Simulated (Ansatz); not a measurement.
Y₂C, DFT, LDA, PAW with Ansatz's default frozen-core files, scalar-relativistic (Ansatz 0.2.0), on 1 thread of Arm Neoverse V2 (shared host).

Command: `ansatz run input.yaml --threads 1 --pin off --max-ram 3072MiB --backend cpu --events-out ev --progress --plain --runs-dir out`

```yaml
crystal:
  lattice:
    - [1.812415, 1.0463982881, 5.988]
    - [-1.812415, 1.0463982881, 5.988]
    - [0.0, -2.0927965763, 5.988]
  atoms:
    - { symbol: "Y", position: [0.2424542, 0.2424542, 0.3024542] }
    - { symbol: "Y", position: [0.74207, 0.74207, 0.74207] }
    - { symbol: C, position: [0.0154758, 0.0154758, -0.0445242] }
kpoints:
  mp_grid: { grid: [10, 10, 10] }
scf:
  occupations: { method: fermi_dirac, width: 0.05 }
hamiltonian:
  xc: lda
  pseudopotentials: { kind: paw }
output:
  forces: true
  stress: true
  eigenvalues: true
  efg: { contact_densities: true }
  populations: true
```

Problem. How large is the problem that the program sets up?

Solution. 282 irreducible k-points, 1299 plane waves at Γ, 17 bands.

Problem. About how long does it take, and how much memory?

Solution. 30 s of wall time for 7 SCF iterations, with a peak of 0.59 GiB. Times on shared machines scatter by tens of per cent.
